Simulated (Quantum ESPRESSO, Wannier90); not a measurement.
SrHfO$_{3}$ (cubic perovskite), plane waves to Wannier functions

Structure: Materials Project mp-4551, symmetrised, not relaxed again. COD (Crystallography Open Database) records the formula in this space group. Ideal cubic forms of this type are often high-temperature phases that distort on cooling; symmetry holds the cell here, and its stability was not tested. Method: PBEsol plane waves in Quantum ESPRESSO 7.5 (PseudoDojo norm-conserving files, 68 Ry, spinors with spin-orbit coupling), Bloch states on a 6×6×6 mesh through Γ, Wannier90 4.0.1. Density: 8×8×8 mesh, cold smearing 0.01 Ry.

On the energy scale of pw.x, whose zero is arbitrary, the valence-band maximum lies at 8.93 eV.

Input w.win:

```
num_bands = 2
num_wann = 2
exclude_bands = 1-2,5-76
spinors = true
num_iter = 1000
conv_tol = 1.0e-6
conv_window = 4
write_hr = true
write_u_matrices = true
auto_projections = true
begin unit_cell_cart
ang
    4.1412100000    0.0000000000    0.0000000000
    0.0000000000    4.1412100000    0.0000000000
    0.0000000000    0.0000000000    4.1412100000
end unit_cell_cart
begin atoms_frac
Sr   0.5000000000  0.5000000000  0.5000000000
Hf   0.0000000000  0.0000000000  0.0000000000
O    0.0000000000  0.5000000000  0.0000000000
O    0.5000000000  0.0000000000  0.0000000000
O    0.0000000000  0.0000000000  0.5000000000
end atoms_frac
mp_grid = 6 6 6
begin kpoints
0.0000000000 0.0000000000 0.0000000000
0.0000000000 0.0000000000 0.1666666667
0.0000000000 0.0000000000 0.3333333333
... (213 more lines: the 6x6x6 mesh through Gamma)
end kpoints
```

Input of pw2wannier90.x that gives the overlap and projection files (equivalent; here they were cut from one run over all bands):

```
&inputpp
  outdir = './out'
  prefix = 'pwscf'
  seedname = 'w'
  write_amn = .true.
  write_mmn = .true.
  scdm_proj = .true.
  scdm_entanglement = 'isolated'
/
```

Output w.wout (banner and timings cut):

```
                                    ------
                                    SYSTEM
                                    ------

                              Lattice Vectors (Ang)
                    a_1     4.141210   0.000000   0.000000
                    a_2     0.000000   4.141210   0.000000
                    a_3     0.000000   0.000000   4.141210

                   Unit Cell Volume:      71.02018  (Ang^3)

                        Reciprocal-Space Vectors (Ang^-1)
                    b_1     1.517234   0.000000   0.000000
                    b_2     0.000000   1.517234   0.000000
                    b_3     0.000000   0.000000   1.517234

 *----------------------------------------------------------------------------*
 |   Site       Fractional Coordinate          Cartesian Coordinate (Ang)     |
 +----------------------------------------------------------------------------+
 | sr   1   0.50000   0.50000   0.50000   |    2.07061   2.07061   2.07061    |
 | hf   1   0.00000   0.00000   0.00000   |    0.00000   0.00000   0.00000    |
 | o    1   0.00000   0.50000   0.00000   |    0.00000   2.07061   0.00000    |
 | o    2   0.50000   0.00000   0.00000   |    2.07061   0.00000   0.00000    |
 | o    3   0.00000   0.00000   0.50000   |    0.00000   0.00000   2.07061    |
 *----------------------------------------------------------------------------*
                                ------------
                                K-POINT GRID
                                ------------

             Grid size =  6 x  6 x  6      Total points =  216

 *---------------------------------- MAIN ------------------------------------*
 |  Number of Wannier Functions               :                 2             |
 |  Number of Objective Wannier Functions     :                 2             |
 |  Number of input Bloch states              :                 2             |
 |  Output verbosity (1=low, 5=high)          :                 1             |
 |  Timing Level (1=low, 5=high)              :                 1             |
 |  Optimisation (0=memory, 3=speed)          :                 3             |
 |  Length Unit                               :               Ang             |
 |  Post-processing setup (write *.nnkp)      :                 F             |
 |  Using Gamma-only branch of algorithms     :                 F             |
 *----------------------------------------------------------------------------*
 *------------------------------- WANNIERISE ---------------------------------*
 |  Total number of iterations                :              1000             |
 |  Number of CG steps before reset           :                 5             |
 |  Trial step length for line search         :             2.000             |
 |  Convergence tolerence                     :         0.100E-05             |
 |  Convergence window                        :                 4             |
 |  Iterations between writing output         :                 1             |
 |  Iterations between backing up to disk     :               100             |
 |  Write r^2_nm to file                      :                 F             |
 |  Write xyz WF centres to file              :                 F             |
 |  Write on-site energies <0n|H|0n> to file  :                 F             |
 |  Use guiding centre to control phases      :                 F             |
 |  Use phases for initial projections        :                 F             |
 *----------------------------------------------------------------------------*
 *-------------------------------- PLOTTING ----------------------------------*
 |  Plotting Hamiltonian in WF basis          :                 T             |
 *----------------------------------------------------------------------------*

       ... (k-mesh section left out)

 Starting a new Wannier90 calculation ...

 Reading overlaps from w.mmn

 Reading projections from w.amn

 *------------------------------- WANNIERISE ---------------------------------*
 +--------------------------------------------------------------------+<-- CONV
 | Iter  Delta Spread     RMS Gradient      Spread (Ang^2)            |<-- CONV
 +--------------------------------------------------------------------+<-- CONV

 ------------------------------------------------------------------------------
 Initial State
  WF centre and spread    1  ( -0.000002,  0.000002, -0.000000 )     0.54370282
  WF centre and spread    2  (  0.000002, -0.000002,  0.000000 )     0.54369429
  Sum of centres and spreads (  0.000000, -0.000000,  0.000000 )     1.08739712

      0     0.109E+01     0.0000000000        1.0873971178  <-- CONV
        O_D=      0.0000300 O_OD=      0.0000336 O_TOT=      1.0873971 <-- SPRD
 ------------------------------------------------------------------------------
      1    -0.457E-04     0.0036642928        1.0873514473  <-- CONV
        O_D=      0.0000062 O_OD=      0.0000118 O_TOT=      1.0873514 <-- SPRD
      2    -0.395E-06     0.0008316783        1.0873510518  <-- CONV
        O_D=      0.0000060 O_OD=      0.0000116 O_TOT=      1.0873511 <-- SPRD
      3    -0.161E-06     0.0004524412        1.0873508907  <-- CONV
        O_D=      0.0000059 O_OD=      0.0000116 O_TOT=      1.0873509 <-- SPRD
      4    -0.258E-07     0.0002203721        1.0873508649  <-- CONV
        O_D=      0.0000058 O_OD=      0.0000115 O_TOT=      1.0873509 <-- SPRD
      5    -0.461E-08     0.0000842005        1.0873508603  <-- CONV
        O_D=      0.0000058 O_OD=      0.0000115 O_TOT=      1.0873509 <-- SPRD
             <<<     Delta < 1.000E-06  over  4 iterations     >>>
             <<< Wannierisation convergence criteria satisfied >>>
 Final State
  WF centre and spread    1  ( -0.000000,  0.000000, -0.000000 )     0.54367543
  WF centre and spread    2  (  0.000000, -0.000000,  0.000000 )     0.54367543
  Sum of centres and spreads (  0.000000, -0.000000,  0.000000 )     1.08735086

         Spreads (Ang^2)       Omega I      =     1.087333472
        ================       Omega D      =     0.000005842
                               Omega OD     =     0.000011546
    Final Spread (Ang^2)       Omega Total  =     1.087350860
```
